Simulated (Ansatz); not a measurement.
**GdIn (Pm-3m): couplings from the magnetic force theorem**

```
Gd In
1.0
     3.83000    0.00000    0.00000
     0.00000    3.83000    0.00000
     0.00000    0.00000    7.66000
Gd In
2 2
Direct
  0.00000 0.00000 0.00000
  0.00000 0.00000 0.50000
  0.50000 0.50000 0.25000
  0.50000 0.50000 0.75000
```

Geometry: a structure as deposited in COD, repeated to hold the magnetic orders; nothing is relaxed.

Functional, mesh and filling: LDA, 7×7×4 k mesh, Fermi–Dirac smearing of 0.1 eV. PAW means Ansatz 0.2.0 on its default frozen-core files. Site moments are integrated in spheres about the atoms. Start moments (μB): Gd1 7, Gd2 -7.

Site moments (μB): Gd1 7.01, Gd2 -7.01, In3 0.00, In4 0.00. Cell moment 0.00 μB.

Couplings come from the force theorem (directions of the magnetic atoms constrained, all else relaxed) on a 7×7×4 mesh, with E = −Σ J e_i·e_j over ordered pairs of unit vectors, so positive J favours parallel moments.

```json
{"pair": "Gd1–Gd at 3.83 Å, set 1", "count": "4", "J PAW (meV)": "+2.38"}
{"pair": "Gd1–Gd at 3.83 Å, set 2", "count": "2", "J PAW (meV)": "+2.94"}
{"pair": "Gd1–Gd at 5.42 Å, set 1", "count": "4", "J PAW (meV)": "-0.48"}
{"pair": "Gd1–Gd at 5.42 Å, set 2", "count": "8", "J PAW (meV)": "-0.30"}
{"pair": "Gd1–Gd at 6.63 Å", "count": "8", "J PAW (meV)": "-0.93"}
{"pair": "Gd1–Gd at 7.66 Å, set 1", "count": "4", "J PAW (meV)": "+0.09"}
{"pair": "Gd1–Gd at 7.66 Å, set 2", "count": "2", "J PAW (meV)": "+0.15"}
{"pair": "Gd1–Gd at 8.56 Å, set 1", "count": "8", "J PAW (meV)": "-0.03"}
{"pair": "Gd1–Gd at 8.56 Å, set 2", "count": "8", "J PAW (meV)": "-0.05"}
{"pair": "Gd1–Gd at 8.56 Å, set 3", "count": "8", "J PAW (meV)": "-0.04"}
{"pair": "Gd1–Gd at 9.38 Å, set 1", "count": "8", "J PAW (meV)": "+0.04"}
{"pair": "Gd1–Gd at 9.38 Å, set 2", "count": "16", "J PAW (meV)": "+0.06"}
{"pair": "Gd1–Gd at 10.83 Å, set 1", "count": "4", "J PAW (meV)": "-0.04"}
{"pair": "Gd1–Gd at 10.83 Å, set 2", "count": "8", "J PAW (meV)": "-0.06"}
{"pair": "Gd1–Gd at 11.49 Å, set 1", "count": "20", "J PAW (meV)": "+0.05"}
{"pair": "Gd1–Gd at 11.49 Å, set 2", "count": "8", "J PAW (meV)": "+0.07"}
{"pair": "Gd1–Gd at 11.49 Å, set 3", "count": "2", "J PAW (meV)": "+0.02"}
```

Pairs at one distance with different couplings are listed as sets.

The program reports that this state isn't the lowest of its own couplings. The gain of the softest rotation is smaller than what its band sum leaves out of a whole turn, though, so more bands could change its sign.

The couplings come from one mesh, and their convergence in k wasn't tested.

The PAW files were made with PBE; the program remakes their cores once for the run's functional and then keeps them frozen. Without U a semilocal functional puts the f levels too near the Fermi level, which can change moments and the order of magnetic states; site and cell moments are spin moments. The Ansatz runs typed with the search for lower states off end where their start leads. Spin–orbit coupling is left out although heavy atoms are present. With open f shells a run can end in a state that isn't the lowest. The magnetic state is the one that this cell and start allow. It needn't be the compound's measured order, which may need a larger cell or be absent.
